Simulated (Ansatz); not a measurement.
Ba2NiTeO6: does the functional change the magnetic order?

```
CELL_PARAMETERS angstrom
2.89850 1.67345 9.53166
-2.89850 1.67345 9.53166
0.00000 -3.34690 9.53166
ATOMIC_POSITIONS crystal
Ba 0.28396 0.28396 0.28396
Ba 0.71604 0.71604 0.71604
Ba 0.12646 0.12646 0.12646
Ba 0.87354 0.87354 0.87354
Ni 0.40550 0.40550 0.40550
Ni 0.59450 0.59450 0.59450
Te 0.50000 0.50000 0.50000
Te 0.00000 0.00000 0.00000
O 0.61230 0.15330 0.61230
O 0.61230 0.61230 0.15330
O 0.15330 0.61230 0.61230
O 0.38770 0.84670 0.38770
O 0.84670 0.38770 0.38770
O 0.38770 0.38770 0.84670
O 0.80450 0.27350 0.80450
O 0.80450 0.80450 0.27350
O 0.27350 0.80450 0.80450
O 0.19550 0.72650 0.19550
O 0.72650 0.19550 0.19550
O 0.19550 0.19550 0.72650
```

The same starts (parallel, antiparallel patterns that fit this cell, and no moments) were run with plane-wave PAW DFT (Ansatz 0.2.0; atoms fixed, collinear spin, no spin-orbit coupling; 5×5×5 Γ-centred mesh, fermi-dirac occupations of width 0.050 eV) at these levels: r2SCAN, 500 eV; r2SCAN with U_eff = 2.5 eV on Ni d (all-electron-ortho-atomic projectors), 500 eV.

Question: Which order does each level favour, and how strongly?

Answer: The runs give, at zero smearing:

```csv
level,lowest state,mean moment on Ni (μB),parallel less best compensated antiparallel (meV per Ni),gain over no moments (meV per Ni)
r2SCAN,"antiparallel, compensated",1.62,+10,1462
r2SCAN + U,"antiparallel, compensated",1.68,+7,2290
```

Site moments are taken in small spheres that don't touch (radius about 0.4 of the atom's shortest bond), so those of the magnetic atoms read low. Both levels favour antiparallel moments: the difference runs from +7 to +10 meV per Ni. The U weakens the coupling, as expected where exchange goes by hopping and scales with the inverse of the on-site repulsion.

The cell is that of a Crystallography Open Database entry, unchanged.

Caveats: only orders that fit this cell were tried, so the true order may need a larger cell or canted moments; atoms and cell are held at the entry's values; differences under about 5 meV per magnetic atom weren't tested against a denser mesh or another U, and are taken as unresolved; the U is a value in common use, not computed for this crystal; the state without moments isn't the paramagnet, so the last column is no ordering energy, and a U inflates it.
